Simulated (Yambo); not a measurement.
A G0W0@PBEsol run in Yambo for KI (rock salt, space group Fm-3m, No. 225) (4×4×4 Γ-centred k mesh, 193 bands and a 10 Ry block in the screening, 193 bands in G with the Bruneval-Gonze terminator, plasmon pole fitted at 27.2 eV) gives these matrix elements, in eV, at the band edges (Γ → Γ):

| state | E0 | <Vxc> | <Σx> | <Σc(E0)> | Z |
|---|---|---|---|---|---|
| valence edge | 0.000 | -11.114 | -14.221 | 0.994 | 0.816 |
| conduction edge | 3.871 | -6.700 | -3.060 | -2.991 | 0.858 |

Task: Solve the linearised quasiparticle equation for both states, give the gap, and say how exchange and correlation each act on it.

Result: E = E0 + Z(Σx + Σc − Vxc). Valence: 0.000 + 0.816 × (-14.221 + (0.994) − (-11.114)) = -1.73 eV. Conduction: 3.871 + 0.858 × (-3.060 + (-2.991) − (-6.700)) = 4.43 eV. The gap is 6.15 eV, against 3.87 eV in PBEsol. Replacing Vxc by bare exchange alone would open it by 6.75 eV; correlation takes back 3.98 eV of that, and Z scales what is left. Nearest settings tried, and what they do to the gap: 2 Ry block (51 vectors against 339): -417 meV. Not varied: bands in G, bands in W, mesh. So the settings aren't converged at that level. Spin-orbit coupling is left out, which matters for elements this heavy: edges can move by tenths of an eV.

Geometry relaxed with PBEsol; primitive cell a = 4.9526 Å, b = 4.9526 Å, c = 4.9526 Å, α = 60.00°, β = 60.00°, γ = 60.00°.
